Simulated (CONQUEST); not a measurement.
CONQUEST run on Y2H2C (P1, 10 atoms in the cell; from Materials Project mp-644278, changed as shown): self-consistent single point.

All values come from this method and carry its errors: LDA (PW92), numerical atomic orbitals double-zeta with polarisation (the shipped basis), PseudoDojo norm-conserving potentials made for LDA (CONQUEST).

The change in words: atoms moved at random. Reference geometry (P-3m1):
```
Y2H2C
1.0
    3.74986     0.00000     0.00000
    0.00000     6.49495     0.00000
    0.00000     0.00000     6.13499
Y H C
4 4 2
Direct
  0.50000   0.16667   0.77531
  0.00000   0.33333   0.22469
  0.00000   0.66667   0.77531
  0.50000   0.83333   0.22469
  0.50000   0.16667   0.39028
  0.00000   0.33333   0.60972
  0.00000   0.66667   0.39028
  0.50000   0.83333   0.60972
  0.00000   0.00000   0.00000
  0.50000   0.50000   0.00000
```

Reference input (self-consistent single point, DFT, LDA (PW92), numerical atomic orbitals double-zeta with polarisation (the shipped basis), PseudoDojo norm-conserving potentials made for LDA): basis = DZP; Diag.MPMeshX, Y, Z = 5 3 4; potentials = PseudoDojo norm-conserving LDA; Grid.GridCutoff = 175 Ha; DM.SolutionMethod = diagon; Diag.kT = 0.003675 Ha; Diag.GammaCentred = true; minE.SCTolerance = 1.0e-06; SC.MaxIters = 100; SC.LinearMixingFactor = 0.5; SC.KerkerPreCondition = true; SC.KerkerFactor = 0.1 1/bohr. This run's input differs from it in these lines:

```diff
@@ -38,12 +38,12 @@
 10
-    0.500000000     0.166667000     0.775310000  1 T T T
-    0.000000000     0.333333000     0.224690000  1 T T T
-    0.000000000     0.666667000     0.775310000  1 T T T
-    0.500000000     0.833333000     0.224690000  1 T T T
-    0.500000000     0.166667000     0.390280000  2 T T T
-    0.000000000     0.333333000     0.609720000  2 T T T
-    0.000000000     0.666667000     0.390280000  2 T T T
-    0.500000000     0.833333000     0.609720000  2 T T T
-    0.000000000     0.000000000     0.000000000  3 T T T
-    0.500000000     0.500000000     0.000000000  3 T T T
+    0.505543000     0.177118000     0.784517000  1 T T T
+    0.011512000     0.347715000     0.228460000  1 T T T
+    0.995043000     0.662509000     0.773567000  1 T T T
+    0.490478000     0.830929000     0.225382000  1 T T T
+    0.487169000     0.175339000     0.398243000  2 T T T
+    0.991625000     0.323719000     0.617170000  2 T T T
+    0.010679000     0.666917000     0.391683000  2 T T T
+    0.498098000     0.826118000     0.597816000  2 T T T
+    0.001832000     0.996716000     0.995990000  3 T T T
+    0.508022000     0.492920000     0.987172000  3 T T T
```

Output (repeated stretches shortened):

```
    new_SC_potl: Starting.  Tolerance:  0.10000E-05

    PulayMixSC: Starting Pulay mixing, A_up =  0.500 A_dn =  0.500
    PulayMixSC: Spin non-polarised calculation.
    PulayMixSC: with Kerker preconditioning, q0 =  0.100
          Harris-Foulkes Energy            :     -4849.311902552713036 eV
          GroundState Energy (E-(1/2)TS)   :     -4849.312088142883113 eV
          Free Energy (E-TS)               :     -4849.312273733055008 eV
          DFT Total Energy                 :     -4823.286855405369352 eV
          Total number of electrons        :        55.999999999999588
   [... lines left out ...]
          Total number of electrons        :        56.000085216542942
    PulayMixSC: Pulay iteration     8 residual:              0.57709E-05
          Harris-Foulkes Energy            :     -4842.031927337327943 eV
          GroundState Energy (E-(1/2)TS)   :     -4842.056091420802659 eV
          Free Energy (E-TS)               :     -4842.080255504278284 eV
          DFT Total Energy                 :     -4842.031927148606883 eV
          Total number of electrons        :        56.000082151657672
    PulayMixSC: Pulay iteration     9 residual:              0.89822E-06
    PulayMixSC: Reached SCF tolerance of  0.89822E-06 after      9 iterations
      | Number of electrons      =        56.000082
      |* band energy as 2Tr[K.H] =     -1324.477090132547573 eV
      |  screened ion-ion energy =     -3446.402602441513409 eV
      |  Ha correction           =         4.347681823190187 eV
      |  XC correction           =       -75.500825743298478 eV
      | GS Energy as E-(1/2)TS   =     -4842.056091420802659 eV
      | Free Energy as E-TS      =     -4842.080255504278284 eV
      |* Harris-Foulkes energy   =     -4842.031927337327943 eV
      |* DFT total energy        =     -4842.031927148606883 eV
      |  estimated accuracy      =        -0.000000188720536 eV

    force: Forces on atoms (eV/a0)
    force:  Atom   X              Y              Z
   [... lines left out ...]
    force: Maximum force :        0.41528508(eV/a0) on atom         2 in y direction
   [... lines left out ...]
    force: Force Residual:        0.30663200 eV/a0
    force: Total stress:         10.46247963    -0.20454620     0.12801454 GPa
                            -0.20454620    10.13033556    -0.18910134
                             0.12801454    -0.18910134     9.36430842
    force: Average pressure:     -9.98570787 GPa

    force: Finished force
    get_E_and_F: Change in energy during last step of electronic optimisation:  0.26966E-05
```

The run converged in 9 iterations. CONQUEST prints the stress tensor with tension positive. Against the reference run the free energy rises by 15.9 meV/atom, the pressure goes from -10.56 to -9.99 GPa and the largest force goes from 0.341 to 0.873 eV/Å.

The program uses no crystal symmetry, so grid and mesh can part values that symmetry would make equal. The atom-centred basis is finite, which shifts total energies, pressures and forces against plane waves. The structure comes from a collection of computed structures, made at another level of theory; the collection holds predicted forms beside known ones. Its lattice was then scaled. No clean gap shows at this smearing width and mesh (spacing up to 0.34 Å⁻¹); the mesh is coarse for partly filled bands, so the values carry mesh errors.

Cost on one core: around 100 core-seconds (rough).
